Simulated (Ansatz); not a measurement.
## Mn$_{2}$Hg$_{5}$, several self-consistent solutions

```
Mn Hg
1.0
     9.75770    0.00000    0.00000
     0.00000    9.75770    0.00000
     0.00000    0.00000    2.99800
Mn Hg
4 10
Direct
  0.18000 0.68000 0.50000
  0.32000 0.18000 0.50000
  0.82000 0.32000 0.50000
  0.68000 0.82000 0.50000
  0.06300 0.20400 0.00000
  0.79600 0.06300 0.00000
  0.93700 0.79600 0.00000
  0.20400 0.93700 0.00000
  0.56300 0.29600 0.00000
  0.29600 0.43700 0.00000
  0.43700 0.70400 0.00000
  0.70400 0.56300 0.00000
  0.00000 0.50000 0.00000
  0.50000 0.00000 0.00000
```

All energies were calculated with Ansatz 0.2.0 (PBE; 420 eV; 3×3×10 Γ-centred mesh; fermi-dirac occupations of width 0.050 eV). The atoms are fixed and numbered as listed; spin is collinear, without spin-orbit coupling.

Different starts of the self-consistent cycle ended in different solutions. Their moments in μB:

| state | Mn1 | Mn2 | Mn3 | Mn4 | other atoms together | size of the net moment a cell |
| --- | --- | --- | --- | --- | --- | --- |
| A | 3.83 | 3.83 | 3.83 | -3.80 | -0.12 | 7.59 |
| B | 0.00 | 0.00 | 0.00 | 0.00 | 0.00 | 0.00 |
| C | 3.84 | -3.84 | 3.84 | -3.84 | 0.00 | 0.00 |
| D | 3.87 | 3.87 | 3.87 | 3.87 | -0.16 | 15.54 |
| E | 3.83 | 3.83 | -3.83 | -3.83 | 0.00 | 0.00 |

Site moments are taken in small spheres that don't touch (radius about 0.4 of the atom's shortest bond), so those of the magnetic atoms read low, and they needn't add up to the net moment. State B was run without spin polarisation.

Question: Which state has the lowest energy at zero smearing, and how far up are the others?

Answer: State C (antiparallel, compensated) is lowest; E (antiparallel, compensated) lies 8.6 meV above it, A (antiparallel, not compensated) lies 10.5 meV above it, D (parallel moments) lies 21 meV above it, B (without moments) lies 362 meV above it, all counted an atom of the cell.

Question: What does magnetism gain here?

Answer: 362 meV an atom of the cell, or 1268 meV for each Mn atom, against state B, which has none. In a metal like this the level decides whether moments form at all, so this is no ordering energy.

Of 4 runs begun from atoms with typed moments, each in a different pattern, 1 ended in state C: one start isn't enough to call a state the ground state.

The cell is that of a Crystallography Open Database entry, unchanged.

Caveats: only orders that fit this cell and collinear spins were tried, so the true order may need a larger cell or canted moments; atoms and cell are not relaxed, and each state would relax in its own way; the k mesh is coarse, so differences of a few meV are uncertain where a state is a metal; one start a pattern, so a lower state of the same pattern may exist; the nearest magnetic pairs stand parallel in every state found, so their coupling isn't measured.
